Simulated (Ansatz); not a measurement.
Phonons of a relaxed structure of C by density-functional perturbation theory (low response-accuracy setting, no LO–TO term) at Γ and zone-boundary points with q components 0 or ½ of the primitive reciprocal vectors. The numbers are results of r2SCAN (plane waves to 500 eV, PAW, scalar-relativistic; Ansatz, an electronic-structure program), not measurements. Γ-centred k-mesh 18×18×18, Fermi–Dirac smearing 0.05 eV.

```yaml
crystal:
  lattice:
    - [0.00000, 1.78014, 1.78014]
    - [1.78014, 0.00000, 1.78014]
    - [1.78014, 1.78014, 0.00000]
  atoms:
    - { symbol: C, position: [0.25000, 0.25000, 0.25000] }
    - { symbol: C, position: [0.00000, 0.00000, 0.00000] }
```

Space group Fd-3m (No. 227), diamond type.

### Question
Are there soft modes? Where, and how strong?

### Answer
No instability shows at these points (nothing beyond 15i cm⁻¹, the threshold used here). Other wavevectors were not sampled, so this does not prove stability.

### Question
Give the phonon wavenumbers.

### Answer
```csv
q,wavenumbers (cm⁻¹; i marks imaginary)
Γ,"0 (×3), 1323 (×3)"
"L (½, 0, 0)","560 (×2), 1058, 1220 (×2), 1283"
"X (½, ½, 0)","802 (×2), 1074 (×2), 1223 (×2)"
```

No spin polarisation in the result.
